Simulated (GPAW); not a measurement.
HPbNO4 and the effect of the dispersion correction

```xyz
7
Lattice="4.1992 0.1112 0.1682 1.9160 3.8913 0.1257 1.7609 1.2526 6.3727" Properties=species:S:1:pos:R:3 pbc="T T T"
H     6.1559    3.5396    4.2374
Pb    3.9410    4.7367    5.7714
N     2.1622    1.5295    2.0021
O     6.1170    3.6060    5.2180
O     2.2525    1.0554    0.8130
O     2.1821    0.7481    2.9790
O     2.0545    2.7723    2.1460
```

The cell comes from a database or a generator and needn't be the stable form of this composition.

Kept alike: task single point; functional PBE; k mesh 4 × 4 × 3; occupations fermi-dirac, width 0.05 eV; no spin polarisation. Program: GPAW, GPAW PAW data sets (gpaw-data 1.2.1), cutoff 800 eV. The mesh is that of the run's cell of 7 atoms. No spin-orbit coupling.

```csv
dispersion correction,pressure (GPa)
D3(zero),-0.86
D3(BJ),-1.17
D4,-1.54
none,-0.27
```

The k mesh is coarse, so the values aren't converged. Pressure is positive in compression; the values hold the error of the finite cutoff, so their zero can differ a little from the energy's minimum.

Task: What does the dispersion correction change here?

Result: The pressure runs from -1.54 (D4) to -0.27 GPa (none). Dispersion terms mostly attract, so at fixed cell they lower the pressure.
